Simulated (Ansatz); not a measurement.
Response properties of Ta (Im-3m)

Conventional cell: a = 3.282 Å, b = 3.282 Å, c = 3.282 Å, α = 90.00°, β = 90.00°, γ = 90.00°. Ta (atom 1) is surrounded by 8 Ta at 2.84 Å.

Ansatz runs use the cell relaxed by PAW under their functional.

Problem. What do its conduction electrons give? (PBEsol, all-electron LAPW in Ansatz 0.2.0, scalar-relativistic; a = 3.282 Å; k mesh 14×14×14, fine mesh 24×24×24, Fermi-Dirac smearing of 0.100 eV, basis error target 1 meV/atom)

Solution. Fermi-surface sums: N(E_F) = 1.25 states/eV/atom, ħω_p (r.m.s. of x, y, z) = 9.3 eV, Fermi speed = 0.65×10⁶ m/s.

Problem. How stiff is it? (PBEsol, PAW on Ansatz 0.2.0's default frozen-core files (fitted under PBE), scalar-relativistic; a = 3.282 Å; k mesh 24×24×24, strains of ±0.008, Fermi-Dirac smearing of 0.100 eV, cutoff 420 eV)

Solution. Elastic moduli (Hill averages, relaxed ions; θ_D from sound speeds over directions): B = 207 GPa, G = 68.4 GPa, C11 = 286 GPa, C44 = 75.3 GPa, ν = 0.351, θ_D = 258 K.

Problem. How does it vibrate? (PBEsol, PAW on Ansatz 0.2.0's default frozen-core files (fitted under PBE), scalar-relativistic; a = 3.282 Å; k mesh 20×20×20, Fermi-Dirac smearing of 0.080 eV, cutoff 420 eV; q mesh 4×4×4)

Solution. Harmonic phonons by finite displacements (negative means unstable): highest mode = 168 cm⁻¹, lowest at N = 92.6 cm⁻¹, lowest at P = 128 cm⁻¹, lowest at H = 168 cm⁻¹, Grüneisen γ (heat-capacity mean at 300 K) = 1.77.

Problem. Does the elastic Debye temperature match the top of the phonon spectrum?

Solution. k_Bθ_D corresponds to 179 cm⁻¹, against a highest mode of 168 cm⁻¹ on the mesh, a ratio of 1.06. The Debye cutoff comes from sound speeds alone and needn't equal it.

Known limits: no spin-orbit coupling on heavy atoms; these sums move with the mesh, by several per cent and more for small sheets (Fermi surface); frozen-core PAW files fitted under PBE, their cores solved anew for the functional of the run (moduli, phonons); responses of metals move with mesh and smearing (moduli, phonons); C44 of V, Nb and Ta is known to come out low (moduli).
